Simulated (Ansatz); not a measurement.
# Phases of Ga at -0.12 GPa

Structure types of Ga are relaxed in primitive cells with their symmetry kept at -0.12 GPa, first on PAW files, then by LAPW. The enthalpy is E + pV at zero temperature, without zero-point motion. Only the types listed were tried, and differences under about 5 meV/atom are mesh noise. Not among the end structures: fcc, which may lie lower.

Computed with Ansatz 0.2.0; functional PBEsol, scalar-relativistic. Settings: Fermi–Dirac smearing of 0.1 eV, no spin polarisation. Methods: LAPW: all electrons, basis error target 0.5 meV/atom; PAW: frozen-core files, cutoff 420 eV.

k meshes: bcc 16×16×16, hcp 15×15×8, sc 14×14×14, diamond 12×12×12, omega 8×8×11.

The PAW files were made under PBE.

**Question.** Order the types by LAPW enthalpy, lowest first.
A. bcc
B. diamond
C. hcp
D. omega
E. sc

**Answer.** C (0 meV/atom), A (16 meV/atom), D (22 meV/atom), E (51 meV/atom), B (304 meV/atom).

| start type | ends as | a, b, c (Å) | V (Å³/atom) | H − H(lowest), LAPW (meV/atom) | same, PAW |
| --- | --- | --- | --- | --- | --- |
| bcc | bcc, Im-3m | 3.305, 3.305, 3.305 | 18.04 | 15.6 | 15.6 |
| hcp | hcp, P6_3/mmc | 2.910, 2.910, 4.875 | 17.87 | 0.0 | 0.0 |
| sc | sc, Pm-3m | 2.661, 2.661, 2.661 | 18.84 | 50.9 | 50.9 |
| diamond | diamond, Fd-3m | 5.764, 5.764, 5.764 | 23.94 | 303.6 | 304.2 |
| omega | omega, P6/mmm | 4.613, 4.613, 2.947 | 18.10 | 22.1 | 22.1 |
